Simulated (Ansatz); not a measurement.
Si (diamond), relaxed with r²SCAN (Ansatz, a quantum-chemistry and plane-wave program, plane waves, PAW): a = b = c = 5.444 Å, α = β = γ = 90.00°.

* **gap (eV)**: 0.77
* **B₀ by P(V) fit (GPa)**: 96.9

Question: The same phase is relaxed and computed with HSE06 in the same code. What are the cell and these values now?

Answer: a = 5.4397 Å, b = 5.4397 Å, c = 5.4397 Å, α = 90.00°, β = 90.00°, γ = 90.00°.

gap (eV): 1.14
B₀ by P(V) fit (GPa): 98.3

All cells were relaxed under the symmetry of their starts (and spin orders); stability against distortions was not tested throughout.

Potentials: the earlier of the program's two PAW sets.

Ansatz is a plane-wave DFT program.
